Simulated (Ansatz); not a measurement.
Data:

InAs (rock salt, Fm-3m), a = b = c = 5.6813 Å, α = β = γ = 90.00°; the cell used has 2 atoms.

This is the r²SCAN-relaxed structure.

Problem. All from the program Ansatz at the r²SCAN level (PAW), unless another level is named. Give the Young's modulus.

Solution. 89.1 GPa.

Problem. What about the elastic constants (relaxed ions, GPa)?

Solution. C11 = 147, C12 = 35.1, C44 = 24.7.

A made-up cell: these elements were put on the sites of a structure type; the Crystallography Open Database copy checked does not list it. It is not the phase usual at ambient conditions (space group No. 216). The cell was relaxed with r²SCAN under the symmetry of its start; whether a distortion lowers the energy is not shown. As this level gives no gap, shear constants depend on the k-mesh and smearing (Fermi–Dirac, 0.1 eV here).

Potentials: the later of the program's two PAW sets.
